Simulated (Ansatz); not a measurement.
Relaxed-ion elastic tensor of ReC (CsCl type, space group No. 221) in GPa (Voigt order), plane-wave PAW PBEsol (Ansatz code); density 17.30 g/cm³, 9.51 Å³ per atom.

|  | 1 | 2 | 3 | 4 | 5 | 6 |
|---|---|---|---|---|---|---|
| 1 | 1050 | 118 | 118 | 0.0 | 0.0 | 0.0 |
| 2 | 118 | 1050 | 118 | 0.0 | 0.0 | 0.0 |
| 3 | 118 | 118 | 1050 | 0.0 | 0.0 | 0.0 |
| 4 | 0.0 | 0.0 | 0.0 | 80.6 | 0.0 | 0.0 |
| 5 | 0.0 | 0.0 | 0.0 | 0.0 | 80.6 | 0.0 |
| 6 | 0.0 | 0.0 | 0.0 | 0.0 | 0.0 | 80.6 |

Is the crystal mechanically stable?

Yes: the smallest eigenvalue of C is 80.6 GPa.

Work out the Voigt, Reuss and Hill averages.

K_V = 430, K_R = 430, K_H = 430; G_V = 236, G_R = 121, G_H = 178 GPa.

Give Young's modulus, Poisson's ratio, Pugh's ratio and the universal anisotropy index.

E = 9KG/(3K + G) = 469 GPa; ν = 0.32; K/G = 2.42 (ductile by the Pugh limit of 1.75); A_U = 5G_V/G_R + K_V/K_R − 6 = 4.78.

Estimate the sound speeds and the Debye temperature.

v_l = √((K + 4G/3)/ρ) = 6210 m/s, v_t = √(G/ρ) = 3210 m/s, mean 3590 m/s; Θ = (h/k)(3n/4πV)^(1/3) v_m = 505 K.

Give the Zener ratio and Young's modulus along [100], [110] and [111].

A = 2C44/(C11 − C12) = 0.17; 1/E = S11 − 2(S11 − S12 − S44/2)Γ with Γ = 0, 1/4, 1/3 gives 1030, 283, 228 GPa.

Solve the Christoffel equation for the three sound speeds along [100], [110], [111].

Eigenvalues of C_ijkl n_j n_l equal ρv². In km/s, slowest first: [100] 2.16, 2.16, 7.81; [110] 2.16, 5.20, 6.21; [111] 4.43, 4.43, 5.57.

Space group Pm-3m (CsCl type). The cell is a constructed one: a structure type filled with these elements; neither database checked (COD, Materials Project) lists it. Whether it is the stable phase at ambient conditions was not checked. The PBEsol relaxation kept the symmetry of its start. At this level the phase is dynamically unstable (imaginary phonons). The run is not spin-polarised. As this level gives no gap, shear constants depend on the k-mesh and smearing (Fermi–Dirac, 0.1 eV here). On the denser mesh and wider smearing of the elastic run this cell carries a stress of 0.4 GPa. Spin–orbit coupling is left out wherever it is not named.

Potentials: the later of the program's two PAW sets.
